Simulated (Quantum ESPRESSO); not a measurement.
## BaSrYSbO₆: field gradients at the nuclei

```
BaSrYO6Sb
1.0
    0.00000     4.23260     4.23260
    4.23260     0.00000     4.23260
    4.23260     4.23260     0.00000
Ba Sr Y Sb O
1 1 1 1 6
Direct
  0.25000   0.25000   0.25000
  0.75000   0.75000   0.75000
  0.50000   0.50000   0.50000
  0.00000   0.00000   0.00000
  0.76308   0.23692   0.23692
  0.76308   0.23692   0.76308
  0.23692   0.76308   0.76308
  0.23692   0.76308   0.23692
  0.76308   0.76308   0.23692
  0.23692   0.23692   0.76308
```
The geometry is a computed Materials Project entry, not a measured one. It is BaSrYSbO6 in F-43m; whether this form has been observed was not checked. Stability against distortions was not tested. The run has no spin polarisation.

Computed: field gradients by a PBE PAW density (pw.x of a modified build of Quantum ESPRESSO, JTH datasets) with the all-electron reconstruction of Petrilli and co-workers, 22.5 Ha, k-mesh 5×5×5 through Γ.

```csv
site,site symmetry,Vzz (10²¹ V/m²),η_Q,∣C_Q∣ (MHz)
Ba (atom 1),-43m,0,–,0 (¹³⁷Ba)
Sr (atom 2),-43m,0,–,0 (⁸⁷Sr)
Y (atom 3),-43m,0,–,–
Sb (atom 4),-43m,0,–,0 (¹²¹Sb)
"O (atoms 5, 6, 7, 8, 9, 10)",2mm,6.48,0.20,4.01 (¹⁷O)
```

Quadrupole moments taken as inputs (sizes, barn, from the tables of PySCF and pymatgen): ¹³⁷Ba 0.245, ⁸⁷Sr 0.305, ¹²¹Sb 0.543, ¹⁷O 0.0256.

Principal values are ordered |Vxx| ≤ |Vyy| ≤ |Vzz|, η = (Vxx − Vyy)/Vzz, and C_Q = eQVzz/h is given by its size. Cores are frozen. Against all-electron runs on small test molecules, this scheme's |Vzz| missed by −2 to +6 % on O. Static lattice: thermal averaging is not included.
